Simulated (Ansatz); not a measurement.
Relaxed-ion elastic tensor of MgO (rock salt, Fm-3m) in GPa (Voigt order), PBE (plane waves, PAW; program Ansatz); density 3.48 g/cm³, 9.62 Å³ per atom.

```
      1     2     3    4    5    6
-  ----  ----  ----  ---  ---  ---
1   267  89.9  89.9  0.0  0.0  0.0
2  89.9   267  89.9  0.0  0.0  0.0
3  89.9  89.9   267  0.0  0.0  0.0
4   0.0   0.0   0.0  141  0.0  0.0
5   0.0   0.0   0.0  0.0  141  0.0
6   0.0   0.0   0.0  0.0  0.0  141
```

### Question
Is the crystal mechanically stable?

### Answer
Yes: the smallest eigenvalue of C is 141 GPa.

### Question
Work out the Voigt, Reuss and Hill averages.

### Answer
K_V = 149, K_R = 149, K_H = 149; G_V = 120, G_R = 114, G_H = 117 GPa.

### Question
Give Young's modulus, Poisson's ratio, Pugh's ratio and the universal anisotropy index.

### Answer
E = 9KG/(3K + G) = 278 GPa; ν = 0.19; K/G = 1.27 (brittle by the Pugh limit of 1.75); A_U = 5G_V/G_R + K_V/K_R − 6 = 0.27.

### Question
Estimate the sound speeds and the Debye temperature.

### Answer
v_l = √((K + 4G/3)/ρ) = 9360 m/s, v_t = √(G/ρ) = 5800 m/s, mean 6400 m/s; Θ = (h/k)(3n/4πV)^(1/3) v_m = 895 K.

### Question
Give the Zener ratio and Young's modulus along [100], [110] and [111].

### Answer
A = 2C44/(C11 − C12) = 1.60; 1/E = S11 − 2(S11 − S12 − S44/2)Γ with Γ = 0, 1/4, 1/3 gives 221, 289, 322 GPa.

### Question
Solve the Christoffel equation for the three sound speeds along [100], [110], [111].

### Answer
Eigenvalues of C_ijkl n_j n_l equal ρv². In km/s, slowest first: [100] 6.37, 6.37, 8.76; [110] 5.04, 6.37, 9.58; [111] 5.52, 5.52, 9.84.

Symmetry was held in the PBE relaxation; phonons on a q-mesh show no instability.

Potentials: the later of the program's two PAW sets.
